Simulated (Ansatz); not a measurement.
Space group P-62m (No. 189). a = 6.652 Å, b = 6.652 Å, c = 3.921 Å, α = 90.00°, β = 90.00°, γ = 120.00°
```json
{"atom": "Sc", "site": "3f", "symmetry": "m2m", "x": "0.0000", "y": "0.5767", "z": "0.0000"}
{"atom": "Ge", "site": "2d", "symmetry": "-6..", "x": "0.3333", "y": "0.6667", "z": "0.5000"}
{"atom": "Ge", "site": "1a", "symmetry": "-62m", "x": "0.0000", "y": "0.0000", "z": "0.0000"}
{"atom": "Pd", "site": "3g", "symmetry": "m2m", "x": "0.0000", "y": "0.2481", "z": "0.5000"}
```

Equation of state of this ScGePd structure (not necessarily the ground state), with shape and atoms relaxed at each volume where symmetry leaves them free. It has no gap at any of these volumes. These are results of DFT PBEsol, scalar-relativistic, plane waves, PAW (Ansatz 0.2.0), not measurements.

Settings: cutoff 420 eV, Γ-centred mesh 6×6×10 on the computed 9-atom cell, Gaussian smearing of 0.10 eV; no spin polarisation.

```
V (Å³/atom) E − E(largest V) (meV/atom) P (GPa)
     15.693                         5.65     9.69
     16.194                       -16.15     4.44
     16.695                       -22.86     0.01
     17.196                       -16.81    -3.74
     17.697                         0.00    -6.90
```

Question: Fit a third-order Birch–Murnaghan equation to E(V).

Answer: V0 = 16.69 Å³/atom, B0 = 136 GPa, B0' = 4.6.

Cost: 5 runs of about 6.9 core-minutes in all, on Intel Xeon 6975P-C (Granite Rapids) (shared hosts).